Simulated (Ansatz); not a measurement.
SiC (zinc blende, F-43m) at seven volumes, DFT-LDA in the program Ansatz with PAW potentials, scaled uniformly. One row is withheld.

```
V (Å³/atom)  P (GPa)
-----------  -------
9.229          25.91
9.533          15.97
9.837           7.39
10.142         -0.02
10.446         -6.42
10.750        -11.96
11.054             ?
```

Fit the shown pressures and predict the withheld one.

P = (3/2)B₀(x^(7/2) − x^(5/2))[1 + (3/4)(B′ − 4)(x − 1)] with x = (V₀/V)^(2/3). Least squares on the six rows gives V₀ = 10.141 Å³/atom, B₀ = 229 GPa, B′ = 3.85. At V = 11.054, x = 0.9441 and P = -16.72 GPa. The run itself gave -16.73 GPa.

The LDA relaxation kept the symmetry of its start; phonons on a q-mesh show no instability.

Potentials: the later of the program's two PAW sets.
